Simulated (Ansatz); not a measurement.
NiI₂ (R-3m); spiral at 0.4 of the way from Γ to F.

```
Ni I
1.0
     1.94600    1.12352    6.54467
    -1.94600    1.12352    6.54467
     0.00000   -2.24705    6.54467
Ni I
1 2
Direct
  0.00000 0.00000 0.00000
  0.25000 0.25000 0.25000
  0.75000 0.75000 0.75000
```

Geometry: a structure as deposited in COD (the entry's cell lengths or inner coordinates differ somewhat from later room-temperature determinations); nothing is relaxed.

Settings: PBEsol, 10×10×10 k mesh, Fermi–Dirac smearing of 0.1 eV, spiral q = (0.2000, 0.0000, 0.2000). PAW means Ansatz 0.2.0 on its default frozen-core files. Site moments are integrated in spheres about the atoms. Start moments (μB): Ni1 1.2, I2 0.2, I3 0.2.

Iteration by iteration:

| iteration | Harris–Foulkes energy less the last (meV) | density residual (eV) | ∫|m| (μB) |
| --- | --- | --- | --- |
| 1 | -7389.426 | 4.8e+01 | 0.2644 |
| 2 | -1310.235 | 3.8e+00 | 0.8247 |
| 3 | -545.634 | 4.1e+00 | 0.7381 |
| 4 | -404.102 | 5.9e+00 | 1.5209 |
| 5 | 25.983 | 3.6e-01 | 1.2608 |
| 6 | 153.467 | 1.1e-01 | 1.4388 |
| 7 | 91.290 | 9.7e-02 | 1.5088 |
| 8 | 34.014 | 1.6e-01 | 1.5233 |
| 9 | 26.386 | 1.4e-02 | 1.6392 |
| 10 | 19.420 | 1.0e-02 | 1.6398 |
| 11 | 12.847 | 1.6e-03 | 1.6864 |
| 12 | 3.146 | 1.0e-03 | 1.7336 |
| 13 | 0.006 | 3.7e-04 | 1.7793 |
| 14 | -0.030 | 2.1e-05 | 1.7774 |
| 15 | 0.003 | 5.3e-06 | 1.7779 |
| 16 | 0.000 | 3.7e-06 | 1.7780 |
| 17 | 0.000 | 8.0e-07 | 1.7781 |
| 18 | 0.000 | 5.3e-09 | 1.7781 |

Site moments (μB): Ni1 1.19, I2 0.16, I3 0.16. Cell moment 1.61 μB in the turning frame.

The PAW files were made with PBE; the program remakes their cores once for the run's functional and then keeps them frozen. The Ansatz runs typed with the search for lower states off end where their start leads. Spin–orbit coupling is left out although heavy atoms are present. The magnetic state is the one that this cell and start allow. It needn't be the compound's measured order, which may need a larger cell or be absent.
